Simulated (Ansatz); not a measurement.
The elements of this relaxed trial crystal are hidden behind letters.

```
lattice vectors (Å)
   5.0051    0.0000    0.0000
  -2.5026    4.3346    0.0000
   0.0000    0.0000    3.7741
fractional positions
X 0.3333 0.6667 0.5000
X 0.6667 0.3333 0.5000
Z 0.0000 0.0000 0.0000
```

Computed with DFT PBE, scalar-relativistic, plane waves, PAW (Ansatz 0.2.0). The final run on the 3-atom cell used 420 eV, a Γ-centred 12×12×12 mesh, 0.10 eV smearing and no spin polarisation.

* Space group: P6/mmm (No. 191)
* Conventional cell: a = 5.005 Å, c = 3.774 Å
* Volume per atom: 27.29 Å³
* Density: 6.42 g/cm³
* Formation energy: +0.13 eV/atom
* Gap on the 12×12×12 mesh of the 3-atom cell: 0 eV (a metal)

Energies are uncorrected and count from the elements' standard states at the same level.

Question: X is a p-block element of period 5 and Z is a p-block element of period 4. Which elements are they?

Answer: X = Sn, Z = Se, so the formula is Sn2Se. Density times volume gives a mean mass of 6.42 × 27.29/1.6605 = 105.5 u per atom, and this set has 105.5 u. Sn has 3 Sn at 2.89 Å, 6 Se at 3.45 Å and 2 Sn at 3.77 Å; Se has 12 Sn at 3.45 Å and 2 Se at 3.77 Å. Other sets within the hints have nearly the same mass, so mass alone doesn't settle it; this one was computed.

Symmetry constrained the relaxation, so the result can be a saddle point. Another cell of Sn2Se relaxed alike, in P4/nmm, lies 0.34 eV/atom lower, so this cell isn't the stable form at this level.
